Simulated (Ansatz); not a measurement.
A geometry of Hf away from equilibrium: step 2 of the relaxation of a randomly generated symmetric cell of Hf (space group No. 164). The numbers are results of PBEsol (plane waves to 420 eV, PAW, scalar-relativistic; Ansatz, a program for electronic structure), not measurements. Γ-centred k-mesh 9×9×11 on the run's cell (coarser than for final values), Fermi–Dirac smearing 0.05 eV.

```xyz
2
Lattice="4.4558 0.0000 0.0000 -2.2279 3.8589 0.0000 0.0000 0.0000 2.9543" Properties=species:S:1:pos:R:3:forces:R:3 pbc="T T T" free_energy=-31195.516 pressure_GPa=1.7
Hf     0.0000     2.5726     0.7817    0.0000    0.0000   -0.7594
Hf     2.2279     1.2863     2.1726    0.0000    0.0000    0.7594
```

Positions in Å, forces in eV/Å, free energy of the cell in eV (comparable only within this code, potentials and settings). Largest force: 0.76 eV/Å, on Hf1, Hf2 (atoms numbered as listed); the geometry lies 1.05 eV/atom above the end of its relaxation.

No spin polarisation in the result.

The run could not lose the symmetry of its start.
